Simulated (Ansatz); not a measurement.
Starting cell, ZnS (zinc blende):

```xyz
4
Lattice="0.0000 5.3904 5.3904 2.6952 2.6952 5.3904 2.6952 2.6952 0.0000" Properties=species:S:1:pos:R:3 pbc="T T T"
S      4.0428     9.4332     9.4332
S      4.0428     6.7380     6.7380
Zn     0.0000     0.0000     0.0000
Zn     2.6952     5.3904     8.0856
```

The atoms are displaced by Q × the pattern below (from a DFPT mode at X = (0.5, 0.5, 0.0), largest move 1; Q in Å), at fixed cell. It is one choice among 2 degenerate patterns. (q is in reciprocal vectors of the primitive cell; the cell shown is doubled to hold the pattern.)

| atom | x | y | z |
|---|---|---|---|
| S1 | 0.620 | 0.000 | 0.000 |
| S2 | -0.620 | 0.000 | 0.000 |
| Zn3 | 0.000 | 1.000 | 0.000 |
| Zn4 | 0.000 | -1.000 | 0.000 |

The numbers are results of r2SCAN (plane waves to 500 eV, PAW, scalar-relativistic; Ansatz, an electronic-structure program), not measurements. k mesh 11×11×11 (Γ-centred), Fermi-Dirac smearing 0.05 eV. E stands for the smeared free energy. The PAW data are Ansatz's earlier set. ZnS was relaxed with its symmetry unable to fall. ΔE is measured from the undisplaced structure.

```tsv
Q (Å)	ΔE (meV/cell)
-0.1000	withheld
-0.0833	17.0
-0.0667	10.9
-0.0500	6.1
-0.0333	2.7
-0.0167	0.7
0.0000	0.0
0.0167	0.7
0.0333	2.7
0.0500	6.1
0.0667	10.9
0.0833	17.0
0.1000	withheld
```

Question: Fit an even polynomial form (powers 2, 4) to the given rows and predict ΔE at Q = -0.1000.

Answer: Least squares on the 11 given rows: ΔE = (2441)·Q² + (1355)·Q⁴, in meV/cell with Q in Å; root-mean-square residual 0.01 meV/cell. At -0.1000 the fit gives 24.5 meV/cell; the calculation gives 24.5 meV/cell, the same to the digits shown. The quadratic term alone would give 24.4 meV/cell.

(For displaced atoms, the force is minus the slope of the energy, and its curvature is a force constant, which sets phonon frequencies.)
